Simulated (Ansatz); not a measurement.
ZnSnN₂:
```cif
data_N2SnZn
_chemical_formula_sum 'Zn1 Sn1 N2'
_space_group_name_H-M_alt 'P 1'
_space_group_IT_number 1
_cell_length_a 5.45075
_cell_length_b 5.45075
_cell_length_c 5.45075
_cell_angle_alpha 33.749
_cell_angle_beta 33.749
_cell_angle_gamma 33.749
loop_
_space_group_symop_operation_xyz
  'x, y, z'
loop_
_atom_site_label
_atom_site_type_symbol
_atom_site_fract_x
_atom_site_fract_y
_atom_site_fract_z
_atom_site_occupancy
Zn1 Zn 0.00000 0.00000 0.00000 1
Sn1 Sn 0.50000 0.50000 0.50000 1
N1 N 0.75275 0.75275 0.75275 1
N2 N 0.24725 0.24725 0.24725 1
```

Relaxed with PBEsol.

### Question
Decompose the optical modes at the zone centre into irreducible representations, and say which are infrared and Raman allowed.

### Answer
Point group -3m: Γ_opt = A1g + 2A2u + Eg + 2Eu. Infrared: A2u, Eu. Raman: A1g, Eg.

### Question
Assign frequencies (DFPT, the program Ansatz at the PBEsol level (PAW); without the LO–TO term).

### Answer
Eu 65, A2u 196, Eg 252, Eu 294, A2u 387, A1g 548 cm⁻¹.

Space group R-3m. The start of the workflow was typed in or built on a structure type; neither database checked (COD, Materials Project) lists it. Whether it is the stable phase at ambient conditions was not checked. The cell was relaxed with PBEsol under the symmetry of its start. At this level the phase is mechanically unstable. Its formation energy is positive at this level, so the cell may be metastable or incomplete. Spin–orbit coupling is left out wherever it is not named.

Potentials: the earlier of the program's two PAW sets. The files were generated under PBE; for other functionals the program regenerates the frozen cores, and for LDA and PBEsol the local potential too.
